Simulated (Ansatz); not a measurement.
Relaxed-ion elastic tensor of TiTe₂ (CdI2 type, P-3m1) in GPa (Voigt order), LDA in the plane-wave PAW code Ansatz; density 6.82 g/cm³, 24.59 Å³ per atom.

```
94.6  27.1  24.8  -9.2   0.0   0.0
27.1  94.6  24.8   9.2   0.0   0.0
24.8  24.8  63.2   0.0   0.0   0.0
-9.2   9.2   0.0  26.0   0.0   0.0
 0.0   0.0   0.0   0.0  26.0  -9.2
 0.0   0.0   0.0   0.0  -9.2  33.7
```

Q: Is the crystal mechanically stable?

A: Yes: the smallest eigenvalue of C is 19.9 GPa.

Q: Work out the Voigt, Reuss and Hill averages.

A: K_V = 45.1, K_R = 43.4, K_H = 44.2; G_V = 28.9, G_R = 26.0, G_H = 27.4 GPa.

Q: Give Young's modulus, Poisson's ratio, Pugh's ratio and the universal anisotropy index.

A: E = 9KG/(3K + G) = 68.2 GPa; ν = 0.24; K/G = 1.61 (brittle by the Pugh limit of 1.75); A_U = 5G_V/G_R + K_V/K_R − 6 = 0.60.

Q: Estimate the sound speeds and the Debye temperature.

A: v_l = √((K + 4G/3)/ρ) = 3440 m/s, v_t = √(G/ρ) = 2000 m/s, mean 2220 m/s; Θ = (h/k)(3n/4πV)^(1/3) v_m = 228 K.

Q: How much does each axis shrink under pressure?

A: Linear compressibilities β_i = Σ_j S_ij (j = 1 to 3): x 5.9, y 5.9, z 11 per TPa.

The cell was relaxed with LDA under the symmetry of its start; of distortions, only those at the zone centre were tested. The run is not spin-polarised. A crystal of weakly bound layers computed without a dispersion correction: the cell and the soft elastic constants depend strongly on that. As this level gives no gap, shear constants depend on the k-mesh and smearing (Fermi–Dirac, 0.1 eV here). Scalar-relativistic: spin–orbit coupling is off unless named, which matters more the heavier the elements.

Potentials: the later of the program's two PAW sets.
